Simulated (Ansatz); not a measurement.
**Structure relaxation, Pb**

The start is a relaxed Pb cell, doubled along one cell vector, shaken by Gaussian noise of σ = 0.08 Å a coordinate. The structure is fully relaxed (lattice and positions, P = 0) with PBE (plane waves to 420 eV, PAW, scalar-relativistic; Ansatz, a first-principles code). The first steps use a coarse 11×6×11 k-mesh.

Input geometry:
```yaml
crystal:
  lattice:
    - [0.00000, 2.51723, 2.51723]
    - [5.03447, 0.00000, 5.03447]
    - [2.51723, 2.51723, 0.00000]
  atoms:
    - { symbol: Pb, position: [0.49797, 0.24973, 0.50110] }
    - { symbol: Pb, position: [0.50165, 0.75830, 0.52499] }
```

Q: By how much does the energy per atom fall from start to end?

A: Under 0.01 eV/atom.

Q: Does it find its way back to the structure it was made from?

A: It returns to the parent structure, Fm-3m (No. 225).

Q: How do the shortest distances between atoms change?

A: The closest pairs of elements (up to four, under 3.6 Å), start → end: Pb–Pb 3.45 → 3.56 Å.

The end point of the relaxation:

Space group Fm-3m (No. 225); a = 5.034 Å, b = 5.034 Å, c = 5.034 Å, α = 90.00°, β = 90.00°, γ = 90.00°

```tsv
atom	site	symmetry	x	y	z
Pb	4b	m-3m	0.5000	0.5000	0.5000
```
(The calculation used a cell of 1 atom; values per cell refer to that cell.)

Final values are on a 18×18×18 k-mesh of the relaxed cell. No spin polarisation in the result.

The run could not lose the symmetry of its start.
